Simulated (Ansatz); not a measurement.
# Sensitivity of the gradients in K2S with Eu replacing K to the input

This input was run with Ansatz:

```yaml
crystal:
  lattice:
    - [0.0, 7.391, 7.391]
    - [7.391, 0.0, 7.391]
    - [7.391, 7.391, 0.0]
  atoms:
    - { symbol: Eu, position: [0.125, 0.125, 0.125], spin: 7.0 }
    - { symbol: K, position: [0.125, 0.125, 0.625] }
    - { symbol: K, position: [0.125, 0.625, 0.125] }
    - { symbol: K, position: [0.125, 0.625, 0.625] }
    - { symbol: K, position: [0.625, 0.125, 0.125] }
    - { symbol: K, position: [0.625, 0.125, 0.625] }
    - { symbol: K, position: [0.625, 0.625, 0.125] }
    - { symbol: K, position: [0.625, 0.625, 0.625] }
    - { symbol: K, position: [0.375, 0.375, 0.375] }
    - { symbol: K, position: [0.375, 0.375, 0.875] }
    - { symbol: K, position: [0.375, 0.875, 0.375] }
    - { symbol: K, position: [0.375, 0.875, 0.875] }
    - { symbol: K, position: [0.875, 0.375, 0.375] }
    - { symbol: K, position: [0.875, 0.375, 0.875] }
    - { symbol: K, position: [0.875, 0.875, 0.375] }
    - { symbol: K, position: [0.875, 0.875, 0.875] }
    - { symbol: S, position: [0.0, 0.0, 0.0] }
    - { symbol: S, position: [0.0, 0.0, 0.5] }
    - { symbol: S, position: [0.0, 0.5, 0.0] }
    - { symbol: S, position: [0.0, 0.5, 0.5] }
    - { symbol: S, position: [0.5, 0.0, 0.0] }
    - { symbol: S, position: [0.5, 0.0, 0.5] }
    - { symbol: S, position: [0.5, 0.5, 0.0] }
    - { symbol: S, position: [0.5, 0.5, 0.5] }
magnetization:
  spin_polarized: true
total_charge: 0.5
kpoints:
  mp_grid: { grid: [2, 2, 2] }
scf:
  occupations: { method: fermi_dirac, width: 0.01 }
  max_iter: 75
hamiltonian:
  xc: pbe
  pseudopotentials: { kind: paw }
output:
  forces: true
  stress: true
  populations: true
  efg:
    quadrupole_moments_barn: { Eu: 0.903, K: 0.0603, S: -0.0694 }
    contact_densities: true
```

```sh
ansatz run input.yaml --threads 1 --pin off --max-ram 3072MiB --backend cpu --events-out ev --progress --plain --runs-dir out
```

It converged. Of its output the block on the nuclei alone is shown, without the SCF iterations, energies, forces and stress (one atom of each set):

```
--- PAW observables at the nuclei: V_zz in 10²¹ V/m², potentials from the cell's mean, atoms counted from 1 ---
  atom   1  Eu V_zz =    -0.000000   η = 0.0000   by run symmetry: forbidden   C_q = -0.0000 MHz
            electrostatic potential = -11489.720275 V   contact ρ = 3677739.888373 e/Å³   contact ρ_s (e/Å³): all electrons +14.130686, valence +74.801653
  atom   2  K  V_zz =    -0.244810   η = 0.0147   by run symmetry: allowed   C_q = -0.3569 MHz
            electrostatic potential = -2062.707700 V   contact ρ = 34768.591133 e/Å³   contact ρ_s (e/Å³): all electrons +0.061980, valence +0.061472
  atom   8  K  V_zz =    +0.000000   η = 0.0000   by run symmetry: forbidden   C_q = +0.0000 MHz
            electrostatic potential = -2062.966238 V   contact ρ = 34768.557741 e/Å³   contact ρ_s (e/Å³): all electrons -0.010929, valence -0.010629
  atom   9  K  V_zz =    -0.000000   η = 0.0000   by run symmetry: forbidden   C_q = -0.0000 MHz
            electrostatic potential = -2062.983767 V   contact ρ = 34768.565926 e/Å³   contact ρ_s (e/Å³): all electrons +0.014069, valence +0.013953
  atom  10  K  V_zz =    -0.335846   η = 0.0378   by run symmetry: allowed   C_q = -0.4897 MHz
            electrostatic potential = -2062.707700 V   contact ρ = 34768.778270 e/Å³   contact ρ_s (e/Å³): all electrons +0.119201, valence +0.118788
  atom  16  K  V_zz =    -0.000000   η = 0.0000   by run symmetry: forbidden   C_q = -0.0000 MHz
            electrostatic potential = -2062.291986 V   contact ρ = 34768.664889 e/Å³   contact ρ_s (e/Å³): all electrons +0.274616, valence +0.271150
  atom  17  S  V_zz =    +2.813447   η = 0.0000   by run symmetry: allowed   C_q = -4.7212 MHz
            electrostatic potential = -1630.616582 V   contact ρ = 19766.288636 e/Å³   contact ρ_s (e/Å³): all electrons +0.305886, valence +0.298178
  atom  20  S  V_zz =    -0.375455   η = 0.0000   by run symmetry: allowed   C_q = +0.6300 MHz
            electrostatic potential = -1631.248573 V   contact ρ = 19765.691339 e/Å³   contact ρ_s (e/Å³): all electrons +0.046823, valence +0.047134
```

Task: Can these gradients be trusted, and how do they compare with a run on standard settings?

Result: No. Against the standard input the change is `total_charge`: 1 → 0.5; `scf.max_iter`: not typed → 75. A site carries the number of its first atom; V_zz in 10²¹ V/m².

```json
{"site": "Eu", "atom": "1", "V_zz standard": "0.00", "η standard": "–", "V_zz here": "0.00", "η here": "–"}
{"site": "K2", "atom": "2", "V_zz standard": "-0.32", "η standard": "0.09", "V_zz here": "-0.24", "η here": "0.01"}
{"site": "K10", "atom": "10", "V_zz standard": "-0.36", "η standard": "0.25", "V_zz here": "-0.34", "η here": "0.04"}
{"site": "S17", "atom": "17", "V_zz standard": "3.39", "η standard": "0.00", "V_zz here": "2.81", "η here": "0.00"}
{"site": "S20", "atom": "20", "V_zz standard": "-0.53", "η standard": "0.00", "V_zz here": "-0.38", "η here": "0.00"}
```

The largest change of V_zz is on S17, from 3.39 to 2.81. In per cent, |V_zz| changes by -17 on S (all sites that start above 2). Where |V_zz| stays above 0.1, η moves most on K10, from 0.25 to 0.04. Other sites without a gradient aren't listed. The changed cell holds a charge of +0.5 on a uniform background, so it isn't the same centre. The gap no longer holds the Fermi energy in the changed run, so its gradients also hang on the k-mesh and the smearing. SCF iterations: 12 and 12. The changed input holds a charge that the system can't hold, so its numbers aren't properties of the crystal.

On the reference run: The defect repeats with the cell of 24 atoms, so it feels its images: sites between two images don't show the values beside a lone defect, and zeros or small values of η there can come from the images' arrangement. A uniform background compensates the cell's charge. Without spin–orbit coupling the gradients at and beside Eu can be off by some per cent, at some sites by more. With a gap of 0.9 eV on this mesh, small gradients can still move by 0.1 × 10²¹ V/m² or more as the k-mesh gets denser. The neighbours have not yet relaxed around the defect (largest force 0.94 eV/Å), so a real crystal will differ.
